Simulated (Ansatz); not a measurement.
MgZn2O3:
```cif
data_MgO3Zn2
_chemical_formula_sum 'Mg1 Zn2 O3'
_space_group_name_H-M_alt 'P-3m1'
_space_group_IT_number 164
_space_group_name_Hall '-P 3 2"'
_cell_length_a 2.97170
_cell_length_b 2.97170
_cell_length_c 7.24111
_cell_angle_alpha 90.000
_cell_angle_beta 90.000
_cell_angle_gamma 120.000
loop_
_atom_site_label
_atom_site_type_symbol
_atom_site_symmetry_multiplicity
_atom_site_Wyckoff_symbol
_atom_site_fract_x
_atom_site_fract_y
_atom_site_fract_z
_atom_site_occupancy
Mg1 Mg 1 a 0.00000 0.00000 0.00000 1
Zn1 Zn 2 d 0.66667 0.33333 0.33160 1
O1 O 2 d 0.33333 0.66667 0.16175 1
O2 O 1 b 0.00000 0.00000 0.50000 1
```

This is the LDA-relaxed structure.

Q: All from the program Ansatz at the LDA level (PAW), unless another level is named. Estimate the bulk modulus (Birch–Murnaghan fit).

A: 1950 kbar.

Q: And the zero-point energy?

A: 58.3 meV/atom.

The first step of the workflow began from a Materials Project structure, measured or hypothetical; the Crystallography Open Database copy checked does not list it. With Mg and Zn taken as one species the cell has the higher symmetry Fm-3m, so it may be an ordered model of a mixed-site phase. Whether it is the stable phase at ambient conditions was not checked. The cell was relaxed with LDA under the symmetry of its start; phonons on a q-mesh show no instability.

Potentials: the later of the program's two PAW sets.
